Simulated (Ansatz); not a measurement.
AlB2W2 in space group Cmmm (No. 65; Al on 2a, W on 4j, B on 4i) under volume change, the program Ansatz at the r²SCAN level (PAW), shape and atoms relaxed at each volume.

```json
[
 {"V (Å³/atom)": "10.085", "E − E(relaxed) (meV/atom)": "___", "P (GPa)": "___"},
 {"V (Å³/atom)": "10.418", "E − E(relaxed) (meV/atom)": "37.3", "P (GPa)": "19.03"},
 {"V (Å³/atom)": "10.750", "E − E(relaxed) (meV/atom)": "___", "P (GPa)": "___"},
 {"V (Å³/atom)": "11.083", "E − E(relaxed) (meV/atom)": "0.0", "P (GPa)": "0.00"},
 {"V (Å³/atom)": "11.415", "E − E(relaxed) (meV/atom)": "7.9", "P (GPa)": "-7.45"},
 {"V (Å³/atom)": "11.748", "E − E(relaxed) (meV/atom)": "30.1", "P (GPa)": "-13.77"},
 {"V (Å³/atom)": "12.080", "E − E(relaxed) (meV/atom)": "64.4", "P (GPa)": "-19.10"}
]
```

Q: Some entries are withheld; supply them.

A: 
- 10.750, E − E(relaxed) (meV/atom): 8.8
- 10.750, P (GPa): 8.72
- 10.085, E − E(relaxed) (meV/atom): 89.0
- 10.085, P (GPa): 31.10

Q: What does a third-order Birch–Murnaghan fit give for V₀, B₀ and B′?

A: V₀ = 11.08 Å³/atom, B₀ = 268 GPa, B′ = 4.4.

The start of the workflow was typed in or built on a structure type; neither database checked (COD, Materials Project) lists it. Its standing as an ambient phase is unchecked. The r²SCAN relaxation kept the symmetry of its start; its stability against distortions is not shown here. No spin polarisation was allowed. Spin–orbit coupling is left out wherever it is not named.

Potentials: the earlier of the program's two PAW sets.
